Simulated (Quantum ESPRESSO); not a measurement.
Ta7Zr, input and log of a self-consistent run

Simulated, not a measurement. The program is pw.x of Quantum ESPRESSO 7.5 (plane-wave density functional theory). The cell is made up: eight metal atoms on a hexagonal close-packed lattice, with elements, volume, strain and displacements drawn at random and not relaxed, so it may be unstable or far from any real phase. PseudoDojo standard norm-conserving files set the functional (PBE unless stated); there is no spin polarisation or spin-orbit coupling, the Fermi-Dirac width of 0.25 eV means electrons at about 2900 K, and the masses in the input are unused placeholders. Heavy elements are run without spin-orbit coupling, which real alloys of them have. A spin test at this wide smearing found no moment, but such smearing suppresses magnetism that the real alloy may have.

Input:

```
&control calculation='scf', pseudo_dir='./dojo.nc.sr.pbe.v0_5.standard.upf', outdir='./o', disk_io='minimal', tprnfor=.true., tstress=.true. /
&system ibrav=0, nat=8, ntyp=2, nbnd=70, ecutwfc=66.00178263, nosym=.true., tot_charge=0,
 occupations='smearing', smearing='fd', degauss=0.0183746611
/
&electrons conv_thr=1.470e-08, electron_maxstep=70, mixing_beta=0.5 /
ATOMIC_SPECIES
Ta 1.0 Ta.upf
Zr 1.0 Zr.upf
CELL_PARAMETERS angstrom
-0.0462 5.2284 0.0159
2.9273 -0.0121 4.7411
3.0419 -0.0412 -4.8138
ATOMIC_POSITIONS angstrom
Ta -0.0573 0.0231 -0.0023
Ta 2.8822 -0.0532 -0.0149
Zr 3.0086 1.71 -2.321
Ta 2.9062 1.7921 2.4207
Ta 1.3673 2.5795 -0.0478
Ta 4.5312 2.6119 -0.0441
Ta 1.4636 4.36 -2.4479
Ta 1.405 4.3705 2.3566
K_POINTS automatic
5 5 5 1 1 1
```

The log is shortened where brackets say so; the opening notice, blank lines, dates and the lines on written files are dropped, and the path of the files is cut. It prints rydbergs, bohrs and kilobars, and counts compression as positive stress. Its total energy is the free energy E - TS of the whole cell.

```
     Program PWSCF v.7.5
     Parallel version (MPI & OpenMP), running on       4 processor cores
     Number of MPI processes:                 4
     Threads/MPI process:                     1
     [start-up lines left out]
     bravais-lattice index     =            0
     lattice parameter (alat)  =       9.8807  a.u.
     unit-cell volume          =    1005.9496 (a.u.)^3
     number of atoms/cell      =            8
     number of atomic types    =            2
     number of electrons       =       103.00
     number of Kohn-Sham states=           70
     kinetic-energy cutoff     =      66.0018  Ry
     charge density cutoff     =     264.0071  Ry
     scf convergence threshold =      1.5E-08
     mixing beta               =       0.5000
     number of iterations used =            8  plain     mixing
     Exchange-correlation= PBE
                           (   1   4   3   4   0   0   0)
     [axes and pseudopotential details left out]
   Cartesian axes
     site n.     atom                  positions (alat units)
         1        Ta     tau(   1) = (  -0.0109589   0.0044180  -0.0004399  )
         2        Ta     tau(   2) = (   0.5512344  -0.0101748  -0.0028497  )
         3        Zr     tau(   3) = (   0.5754090   0.3270456  -0.4439023  )
         4        Ta     tau(   4) = (   0.5558246   0.3427476   0.4629704  )
         5        Ta     tau(   5) = (   0.2615026   0.4933416  -0.0091420  )
         6        Ta     tau(   6) = (   0.8666135   0.4995383  -0.0084343  )
         7        Ta     tau(   7) = (   0.2799205   0.8338707  -0.4681725  )
         8        Ta     tau(   8) = (   0.2687129   0.8358789   0.4507109  )
     number of k points=    63  Fermi-Dirac smearing, width (Ry)=  0.0184
                       cart. coord. in units 2pi/alat
        k(    1) = (   0.1761157   0.1015551   0.0018030), wk =   0.0320000
        k(    2) = (   0.3500116   0.1034182  -0.1055609), wk =   0.0320000
     [further k points left out]
     Dense  grid:    72919 G-vectors     FFT dimensions: (  54,  60,  60)
     Estimated max dynamical RAM per process >     291.26 MB
     Estimated total dynamical RAM >       1.09 GB
     Initial potential from superposition of free atoms
     starting charge     102.9912, renormalised to     103.0000
     Starting wfcs are   80 randomized atomic wfcs
     total cpu time spent up to now is        7.6 secs
     per-process dynamical memory:   244.0 Mb
     Self-consistent Calculation
     iteration #  1     ecut=    66.00 Ry     beta= 0.50
     Davidson diagonalization with overlap
     ethr =  1.00E-02,  avg # of iterations =  2.8
     Threshold (ethr) on eigenvalues was too large:
     Diagonalizing with lowered threshold
     Davidson diagonalization with overlap
     ethr =  2.72E-04,  avg # of iterations =  4.4
     total cpu time spent up to now is       45.7 secs
     total energy              =   -1012.47548070 Ry
     estimated scf accuracy    <       0.31720438 Ry
     iteration #  2     ecut=    66.00 Ry     beta= 0.50
     Davidson diagonalization with overlap
     ethr =  3.08E-04,  avg # of iterations =  6.2
     total cpu time spent up to now is       78.5 secs
     total energy              =   -1012.44026232 Ry
     estimated scf accuracy    <       0.75645789 Ry
     iteration #  3     ecut=    66.00 Ry     beta= 0.50
     Davidson diagonalization with overlap
     ethr =  3.08E-04,  avg # of iterations =  2.7
     total cpu time spent up to now is      109.0 secs
     total energy              =   -1012.53417513 Ry
     estimated scf accuracy    <       0.11688472 Ry
     iteration #  4     ecut=    66.00 Ry     beta= 0.50
     Davidson diagonalization with overlap
     ethr =  1.13E-04,  avg # of iterations =  3.7
     total cpu time spent up to now is      139.9 secs
     total energy              =   -1012.54524464 Ry
     estimated scf accuracy    <       0.13436580 Ry
     iteration #  5     ecut=    66.00 Ry     beta= 0.50
     Davidson diagonalization with overlap
     ethr =  1.13E-04,  avg # of iterations =  1.2
     total cpu time spent up to now is      158.6 secs
     total energy              =   -1012.55839189 Ry
     estimated scf accuracy    <       0.00637823 Ry
     [iterations 6 to 10 left out]
     iteration # 11     ecut=    66.00 Ry     beta= 0.50
     Davidson diagonalization with overlap
     ethr =  1.72E-08,  avg # of iterations =  2.0
     total cpu time spent up to now is      289.4 secs
     total energy              =   -1012.56004609 Ry
     estimated scf accuracy    <       0.00000154 Ry
     iteration # 12     ecut=    66.00 Ry     beta= 0.50
     Davidson diagonalization with overlap
     ethr =  1.50E-09,  avg # of iterations =  3.3
     total cpu time spent up to now is      308.4 secs
     total energy              =   -1012.56004633 Ry
     estimated scf accuracy    <       0.00000023 Ry
     iteration # 13     ecut=    66.00 Ry     beta= 0.50
     Davidson diagonalization with overlap
     ethr =  2.21E-10,  avg # of iterations =  4.3
     total cpu time spent up to now is      329.4 secs
     total energy              =   -1012.56004636 Ry
     estimated scf accuracy    <       0.00000018 Ry
     iteration # 14     ecut=    66.00 Ry     beta= 0.50
     Davidson diagonalization with overlap
     ethr =  1.75E-10,  avg # of iterations =  2.0
     total cpu time spent up to now is      347.7 secs
     total energy              =   -1012.56004639 Ry
     estimated scf accuracy    <       0.00000008 Ry
     iteration # 15     ecut=    66.00 Ry     beta= 0.50
     Davidson diagonalization with overlap
     ethr =  7.73E-11,  avg # of iterations =  1.4
     total cpu time spent up to now is      368.8 secs
     End of self-consistent calculation
     [lines on levels left out]
!    total energy              =   -1012.56004639 Ry
     estimated scf accuracy    <          6.9E-09 Ry
     smearing contrib. (-TS)   =      -0.15737405 Ry
     internal energy E=F+TS    =   -1012.40267235 Ry
     The total energy is F=E-TS. E is the sum of the following terms:
     one-electron contribution =    -139.95790411 Ry
     hartree contribution      =     118.56441814 Ry
     xc contribution           =    -227.37580922 Ry
     ewald contribution        =    -763.63337715 Ry
     convergence has been achieved in  15 iterations
     Forces acting on atoms (cartesian axes, Ry/au):
     atom    1 type  1   force =    -0.00271696   -0.01046772   -0.01376008
     atom    2 type  1   force =     0.00761413   -0.00760069    0.00747104
     atom    3 type  2   force =    -0.00497643   -0.00287022   -0.01754042
     atom    4 type  1   force =     0.00715436    0.00060371   -0.03412889
     atom    5 type  1   force =     0.02420166    0.01416969    0.02691037
     atom    6 type  1   force =    -0.01871356    0.01122087    0.02067802
     atom    7 type  1   force =    -0.01932396   -0.00229402    0.00957230
     atom    8 type  1   force =     0.00676075   -0.00276162    0.00079766
     Total force =     0.070523     Total SCF correction =     0.000287
     Computing stress (Cartesian axis) and pressure
          total   stress  (Ry/bohr**3)                   (kbar)     P=       74.90
   0.00031360   0.00000762  -0.00008051           46.13        1.12      -11.84
   0.00000762   0.00029682   0.00001578            1.12       43.66        2.32
  -0.00008051   0.00001578   0.00091707          -11.84        2.32      134.91
     init_run     :      6.92s CPU      7.38s WALL (       1 calls)
     electrons    :    351.04s CPU    361.28s WALL (       1 calls)
     forces       :      4.15s CPU      4.21s WALL (       1 calls)
     stress       :     16.11s CPU     16.63s WALL (       1 calls)
     [timing details left out]
     PWSCF        :   6m18.42s CPU   6m29.86s WALL
     JOB DONE.
```

In other units: free energy -13776.581 eV for the cell, pressure 7.49 GPa, largest force component 0.877 eV/Å in size. The run took 392 s of wall time with four MPI processes on a shared machine (AMD EPYC, older, virtual cores), so the time is rough. A rerun of this cell at a higher cutoff and on a denser mesh moved values by no more than 0.006 eV in energy, 0.06 GPa in stress and 0.007 eV/Å in force, and a second program with other atomic files agreed on that cell to 2 % rms in force and 0.5 GPa in pressure.